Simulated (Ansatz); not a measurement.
⁸⁷Sr NMR of the central transition in Sr4GeN4

Cell: a computed structure from the Materials Project (it need not be an observed phase) whose atoms were relaxed with PBE, the cell held.

```cif
data_Sr4GeN4
_symmetry_space_group_name_H-M 'P-1'
_symmetry_Int_Tables_number 2
_cell_length_a 6.7666
_cell_length_b 6.8868
_cell_length_c 8.5764
_cell_angle_alpha 82.302
_cell_angle_beta 74.156
_cell_angle_gamma 60.708
loop_
_atom_site_label
_atom_site_type_symbol
_atom_site_symmetry_multiplicity
_atom_site_Wyckoff_symbol
_atom_site_fract_x
_atom_site_fract_y
_atom_site_fract_z
Sr1 Sr 2 i 0.3829 0.2052 0.8670
Sr3 Sr 2 i 0.7631 0.2738 0.0561
Sr5 Sr 2 i 0.4639 0.2733 0.4435
Sr7 Sr 2 i 0.0877 0.7934 0.3673
Ge Ge 2 i 0.1243 0.2519 0.2500
N11 N 2 i 0.2769 0.0396 0.4086
N13 N 2 i 0.1825 0.0398 0.0919
N15 N 2 i 0.2889 0.4199 0.1600
N17 N 2 i 0.2073 0.5773 0.6603
```

One atom of each set is listed.

All values are calculated (Ansatz; DFT, PBE, plane waves and PAW, scalar-relativistic, 420 eV cutoff, Γ-centred 5×5×4 k-points, Fermi–Dirac smearing 0.02 eV), not measured.

⁸⁷Sr has I = 9/2 and Q = 305.0 mb (Pyykkö 2018); at 28.2 T its Larmor frequency is ν₀ = 52.2 MHz. Only the quadrupole interaction is simulated: positions count from each site's isotropic chemical shift, and shift anisotropy, dipolar and J coupling are left out.

Q: Simulate the second-order pattern (static powder, Gaussian broadening 60 kHz) of site Sr1 (5 N at 2.52–2.85 Å).

A: The calculation gives C_Q = 72.4 MHz and η = 0.67, so ν_Q = 3.02 MHz and the centre of gravity lies at -3074 ppm (-160 kHz).

(offset (kHz), height): (-849.6, 0), (-807.2, 5), (-764.8, 25), (-722.4, 37), (-680.1, 39), (-637.7, 41), (-595.3, 42), (-552.9, 44), (-510.6, 46), (-468.2, 49), (-425.8, 51), (-383.4, 55), (-341.1, 58), (-298.7, 63), (-256.3, 70), (-213.9, 81), (-171.6, 99), (-129.2, 100), (-86.8, 88), (-44.4, 83), (-2.1, 82), (40.3, 82), (82.7, 87), (125.1, 100), (167.4, 71), (209.8, 46), (252.2, 40), (294.6, 37), (336.9, 34), (379.3, 22), (421.7, 5), (464.1, 0)

Without spin–orbit coupling (the program notes it for Sr) the gradients can shift somewhat, as the gap is small.
